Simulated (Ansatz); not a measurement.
This cell of InP (zinc blende) is off equilibrium:

```
InP
1.0
    0.00000     5.95953     5.95953
    2.97977     2.97977     5.95953
    2.97977     2.97977     0.00000
P In
2 2
Direct
  0.99593   0.75407   0.75407
  0.50407   0.74593   0.74593
  0.00559   0.99441   0.00559
  0.49441   0.00559   0.99441
```

Calculation: PBE (plane waves to 420 eV, PAW, scalar-relativistic; Ansatz, a quantum-chemistry and plane-wave program). k mesh 10×10×10 (Γ-centred), Fermi-Dirac smearing 0.05 eV. Stress and pressure are positive under compression. InP was relaxed with its symmetry unable to fall.

Problem. Predict the force on every atom, in eV/Å.

Solution. 
```json
[
 {"atom": "P1", "Fx": "-0.012", "Fy": "0.000", "Fz": "0.000"},
 {"atom": "P2", "Fx": "0.012", "Fy": "0.000", "Fz": "0.000"},
 {"atom": "In3", "Fx": "0.000", "Fy": "-0.062", "Fz": "0.000"},
 {"atom": "In4", "Fx": "0.000", "Fy": "0.062", "Fz": "0.000"}
]
```

(A displaced cell: forces are minus the slopes of the energy, force constants its curvatures, and phonons follow from these.)
